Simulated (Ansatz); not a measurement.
Ti$_{2}$GaC:
```cif
data_C2Ga2Ti4
_chemical_formula_sum 'Ti4 Ga2 C2'
_space_group_name_H-M_alt 'P63/mmc'
_space_group_IT_number 194
_space_group_name_Hall '-P 6c 2c'
_cell_length_a 3.04453
_cell_length_b 3.04453
_cell_length_c 13.29043
_cell_angle_alpha 90.000
_cell_angle_beta 90.000
_cell_angle_gamma 120.000
loop_
_atom_site_label
_atom_site_type_symbol
_atom_site_symmetry_multiplicity
_atom_site_Wyckoff_symbol
_atom_site_fract_x
_atom_site_fract_y
_atom_site_fract_z
_atom_site_occupancy
Ti1 Ti 4 f 0.33333 0.66667 0.08540 1
Ga1 Ga 2 d 0.66667 0.33333 0.25000 1
C1 C 2 a 0.00000 0.00000 0.00000 1
```

Relaxed at zero pressure with PBEsol in the plane-wave PAW code Ansatz.

Problem. The volume is raised by 3 % and shape and atoms relax at that volume. What pressure results, and how do the axes share the change?

Solution. -4.2 GPa; a 0.9 %, b 0.9 %, c 1.1 %; the energy rises by 5 meV/atom.

Problem. Give the new structure.

Solution. 
Space group P6₃/mmc (No. 194); a = 3.073 Å, b = 3.073 Å, c = 13.441 Å, α = 90.00°, β = 90.00°, γ = 120.00°

| atom | site | symmetry | x | y | z |
|---|---|---|---|---|---|
| Ti | 4f | 3m. | 0.3333 | 0.6667 | 0.0844 |
| Ga | 2d | -6m2 | 0.6667 | 0.3333 | 0.2500 |
| C | 2a | -3m. | 0.0000 | 0.0000 | 0.0000 |

The phase is kept; no other phase was compared at this pressure.

Space group P6_3/mmc. The first step of the workflow began from a Materials Project structure, measured or hypothetical; the Crystallography Open Database copy checked does not list it. Whether it is the stable phase at ambient conditions was not checked. Symmetry was held in the PBEsol relaxation; its stability against distortions is not shown here. The run is not spin-polarised.

Potentials: the later of the program's two PAW sets.
